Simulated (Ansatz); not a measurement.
## A short bond in O (diamond type)

```yaml
crystal:
  lattice:
    - [0.00000, 2.39571, 2.39571]
    - [2.39571, 0.00000, 2.39571]
    - [2.39571, 2.39571, 0.00000]
  atoms:
    - { symbol: O, position: [0.87500, 0.87500, 0.87500] }
    - { symbol: O, position: [0.12500, 0.12500, 0.12500] }
```

The cell is a prototype at a set volume, not relaxed; it needn't be the stable phase.

Its shortest bond, of 2.075 Å between atom 1 (O) and the nearest image of atom 2 (O), is scaled by moving both atoms along it, with the cell held. The force apart is half the difference of the two atoms' forces along the bond; it holds the pull and push of their other neighbours too.

All numbers are PBEsol results (scalar-relativistic) from Ansatz 0.2.0, with a Γ-centred 11×11×11 k mesh, Fermi–Dirac smearing of 0.05 eV, no spin polarisation. Methods: LAPW: all electrons, basis error target 1 meV/atom; PAW: frozen-core files, cutoff 420 eV; crystal datasets: all electrons, by PAW datasets that the program makes for each cell.

Energies are extrapolated to zero smearing and count from the unscaled cell; pressure is positive in compression; gaps take the mesh and a band path. No temperature or zero-point motion is included.

The PAW files were made under PBE.

| bond (Å) | force apart (eV/Å) | P LAPW (GPa) | ΔE LAPW (eV/atom) | P PAW − LAPW (GPa) | ΔE PAW − LAPW (meV/atom) | force PAW − LAPW (eV/Å) |
| --- | --- | --- | --- | --- | --- | --- |
| 2.075 | 0.00 | -20.4 | 0.000 | 0.00 | 0.0 | 0.000 |
| 1.701 | -5.46 | -25.0 | ? | 0.03 | 0.1 | 0.005 |
| 1.577 | -6.68 | -25.0 | -0.923 | 0.00 | 0.2 | -0.005 |
| 1.203 | 0.89 | -0.09 | -1.900 | -0.20 | -2.7 | -0.091 |

(1) Give the missing entry: row "1.701", column "ΔE LAPW (eV/atom)".

(2) At the last bond length, how far do crystal datasets lie from LAPW in pressure and in the largest force component?

(3) How do the Löwdin populations by LAPW change from the unscaled cell to the last row, on the two atoms of the bond?

Answers

(1) -0.542.

(2) crystal datasets: +0.01 GPa, 0.001 eV/Å, on a LAPW pressure of -0.09 GPa.

(3) O1 2s 1.99 → 1.79, O1 2p 4.00 → 4.15, O2 2s 1.99 → 1.79, O2 2p 4.00 → 4.15 electrons an atom. These are projections on the shells that the free atoms fill; 0.01 e a cell lies outside them at the start and 0.11 e at the end.
